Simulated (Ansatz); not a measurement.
**Rh (fcc type) under strong compression**

```xyz
1
Lattice="0.0000 1.8900 1.8900 1.8900 0.0000 1.8900 1.8900 1.8900 0.0000" Properties=species:S:1:pos:R:3 pbc="T T T"
Rh    0.0000    0.0000    0.0000
```

The cell comes from a relaxation on PAW files under the same functional.

Its volume is scaled at fixed shape and fractional positions.

Computed with Ansatz 0.2.0; functional PBEsol, scalar-relativistic. Settings: a Γ-centred 17×17×17 k mesh, Fermi–Dirac smearing of 0.05 eV, no spin polarisation. Methods: LAPW: all electrons, basis error target 1 meV/atom; PAW: frozen-core files, cutoff 420 eV; crystal datasets: all electrons, by PAW datasets that the program makes for each cell; norm-conserving: pseudopotentials, cutoff 1197 eV; PAW (cutoff 250 eV): frozen-core files, cutoff 250 eV.

Energies are extrapolated to zero smearing and count from the unscaled cell; pressure is positive in compression; gaps take the mesh and a band path. No temperature or zero-point motion is included.

The PAW files were made under PBE.

| V/V0 | V (Å³/atom) | P LAPW (GPa) | ΔE LAPW (eV/atom) | P PAW − LAPW (GPa) | ΔE PAW − LAPW (meV/atom) |
| --- | --- | --- | --- | --- | --- |
| 1.00 | 13.50 | -0.01 | 0.000 | 0.01 | 0.0 |
| 0.94 | 12.69 | 21.4 | 0.050 | 0.01 | 0.0 |
| 0.88 | 11.88 | 52.1 | 0.231 | 0.03 | 0.2 |
| 0.80 | 10.80 | 115.1 | 0.777 | 0.04 | 0.4 |
| 0.72 | 9.72 | 218.7 | 1.872 | 0.00 | 0.5 |
| 0.64 | 8.64 | ? | ? | ? | ? |
| 0.55 | 7.43 | 746.1 | 8.058 | -1.11 | -3.9 |
| 0.45 | 6.08 | 1558 | 17.315 | -7.36 | -31.9 |

**Question.** Fit the Vinet equation to the LAPW pressures shown (residuals weighted by 1/(|P| + 0.03·Pmax)), and predict the pressure of the withheld row.

**Answer.** The fit gives V0 = 13.51 Å³/atom, B0 = 291 GPa and B0′ = 5.27. At 8.64 Å³/atom, x = (V/V0)^(1/3) = 0.8617, and P = 3·B0·(1 − x)/x²·exp[1.5·(B0′ − 1)·(1 − x)] = 394.3 GPa. The run itself gave 392.7 GPa (+0.4 % off) and ΔE = 3.881 eV/atom.

**Question.** From the table, what is the rise of the enthalpy H = E + pV up to the last row, and how stiff is the crystal between the last two rows?

**Answer.** ΔH = 17.315 eV + (1558 GPa × 6.08 Å³ + 0.01 GPa × 13.50 Å³) × 0.006242 eV/(GPa·Å³) = 76.41 eV/atom, of which pV makes 77 %. The mean bulk modulus there is −ΔP/Δln V = 4050 GPa.

**Question.** At the smallest volume, how far do crystal datasets and norm-conserving and PAW (cutoff 250 eV) lie from LAPW in pressure?

**Answer.** crystal datasets: 0.00 GPa; norm-conserving: +19.23 GPa; PAW (cutoff 250 eV): +58.48 GPa, on a LAPW pressure of 1558 GPa.

**Question.** How do the Löwdin populations by LAPW change from the unscaled cell to the last row?

**Answer.** Rh 4s 1.97 → 1.88, Rh 5s 0.81 → 0.62, Rh 4d 8.13 → 8.42 electrons an atom. These are projections on the shells that the free atoms fill; 0.10 e a cell lies outside them at the start and 0.11 e at the end.
